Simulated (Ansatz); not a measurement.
Ta:
```
Ta
1.0
    0.00000     2.08793     2.08793
    2.08793     0.00000     2.08793
    2.08793     2.08793     0.00000
Ta
1
Direct
  0.00000   0.00000   0.00000
```

Relaxed with PBEsol. Special points in fractions of this cell's reciprocal vectors: Γ (0.000, 0.000, 0.000); X (0.500, 0.000, 0.500); U (0.625, 0.250, 0.625); K (0.375, 0.375, 0.750); L (0.500, 0.500, 0.500); W (0.500, 0.250, 0.750).

**Question.** List the band energies nearest the Fermi level at these points for PBEsol in the plane-wave PAW code Ansatz.

**Answer.** In eV from the Fermi level; about four levels below and three above (degenerate sets whole), none deeper than 8.9 eV; … stands for higher levels left out; points with the same levels are listed once.

```tsv
k	below	above
Γ	-8.27	0.42 0.42 0.42
X	-4.59 -3.51	3.08 5.99 …
U	-3.45 -2.42	0.50 3.48 5.60
L	-4.76	0.17 0.17 0.80
W	-2.89 -1.19 -1.19	2.00 6.75 …
```

Space group Fm-3m (fcc (Cu type)). The workflow started from a Materials Project entry (that database holds measured and hypothetical structures alike); the Crystallography Open Database files this formula in space group No. 225, but the cells were not matched. It is not the phase usual at ambient conditions (space group No. 229). Symmetry was held in the PBEsol relaxation. At this level the phase is mechanically unstable. The run is not spin-polarised. Scalar-relativistic: spin–orbit coupling is off unless named, which matters more the heavier the elements.

Potentials: the earlier of the program's two PAW sets.
